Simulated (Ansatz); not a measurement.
CaP₃:
```
CaP3
1.0
   -5.59298     0.00000     0.00000
   -1.00689    -1.75133    -5.31018
   -1.46814    -5.45904     0.00000
Ca P
2 6
Direct
  0.32344   0.35409   0.35956
  0.67656   0.64591   0.64044
  0.40066   0.90212   0.19962
  0.59934   0.09788   0.80038
  0.99366   0.99930   0.80329
  0.00634   0.00070   0.19671
  0.87367   0.39336   0.17585
  0.12633   0.60664   0.82415
```

Relaxed with r²SCAN. Special points in fractions of this cell's reciprocal vectors: Γ (0.000, 0.000, 0.000); X (0.500, 0.000, 0.000); Y (0.000, 0.500, 0.000); Z (0.000, 0.000, 0.500); R (0.500, 0.500, 0.500); T (0.000, 0.500, 0.500); U (0.500, 0.000, 0.500); V (0.500, 0.500, 0.000).

List the band energies nearest the Fermi level at these points for the program Ansatz at the r²SCAN level (PAW).

In eV from the Fermi level; about four levels below and three above (degenerate sets whole), none deeper than 8.9 eV; points with the same levels are listed once.

```json
[
 {"k": "Γ", "below": "-2.09 -1.88 -1.04 -0.21", "above": "0.77 1.11 2.13"},
 {"k": "X", "below": "-2.93 -2.46 -1.11 -0.66", "above": "1.91 2.00 2.27"},
 {"k": "Y", "below": "-2.69 -2.46 -1.43 -1.17", "above": "1.88 2.16 2.38"},
 {"k": "Z", "below": "-2.64 -1.77 -1.44 -0.04", "above": "0.02 1.46 2.04"},
 {"k": "R", "below": "-2.15 -1.98 -1.66 -0.79", "above": "1.13 1.38 2.00"},
 {"k": "T", "below": "-2.26 -2.18 -1.57 -1.12", "above": "1.81 2.14 2.21"},
 {"k": "U", "below": "-2.67 -2.08 -1.24 -0.94", "above": "1.52 1.58 2.08"},
 {"k": "V", "below": "-2.77 -2.09 -1.23 -1.02", "above": "0.53 1.26 1.39"}
]
```

Space group P-1. The workflow started from a Materials Project entry (that database holds measured and hypothetical structures alike); the Crystallography Open Database copy checked does not list it. Whether it is the stable phase at ambient conditions was not checked. The r²SCAN relaxation kept the symmetry of its start; whether a distortion lowers the energy is not shown. The Fermi level of a semimetal is unsure by some 0.05 eV on such meshes.

Potentials: the later of the program's two PAW sets.
